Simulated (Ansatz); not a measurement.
A geometry of SnTe away from equilibrium: the start of the relaxation of a relaxed SnTe cell displaced along its unstable phonon at q = Γ (84i cm⁻¹), largest move 0.15 Å. These are PBE (plane waves to 420 eV, PAW, scalar-relativistic; Ansatz, a quantum-chemistry and plane-wave program) values and carry that method's errors. Γ-centred k-mesh 6×6×7 on the run's cell (coarser than for final values), Fermi–Dirac smearing 0.05 eV.

```xyz
6
Lattice="7.0173 0.0000 0.0000 -3.5086 6.0771 0.0000 0.0000 0.0000 4.8245" Properties=species:S:1:pos:R:3 pbc="T T T"
Sn     0.0000     6.0795     0.0000
Sn     1.8008     3.1215     0.0000
Sn    -1.8008     3.1215     0.0000
Te     0.0000    -0.1500     0.0000
Te     0.0000     4.0482     2.4122
Te     3.5086     2.0225     2.4122
```

**Question.** Predict the force on each atom, in eV/Å.

**Answer.** 
```json
[
 {"atom": "Sn1", "Fx": "0.00", "Fy": "0.02", "Fz": "0.00"},
 {"atom": "Sn2", "Fx": "0.10", "Fy": "0.20", "Fz": "0.00"},
 {"atom": "Sn3", "Fx": "-0.10", "Fy": "0.20", "Fz": "0.00"},
 {"atom": "Te4", "Fx": "0.00", "Fy": "-0.38", "Fz": "0.00"},
 {"atom": "Te5", "Fx": "0.00", "Fy": "0.00", "Fz": "0.00"},
 {"atom": "Te6", "Fx": "0.00", "Fy": "-0.04", "Fz": "0.00"}
]
```

**Question.** What is the pressure?

**Answer.** +0.2 GPa, compression positive.

**Question.** How far above the relaxed end point is this geometry?

**Answer.** 0.06 eV/atom; the path ends in Amm2 (No. 38).

No spin polarisation in the result.

The run could not lose the symmetry of its start, so the end can be a saddle point.

The end of the path is a generated cell of SnTe: the first start was made by placing the elements on the sites of a structure type, and the end was not matched to a known phase here, so it may be hypothetical. Known forms of SnTe include space group No. 225.
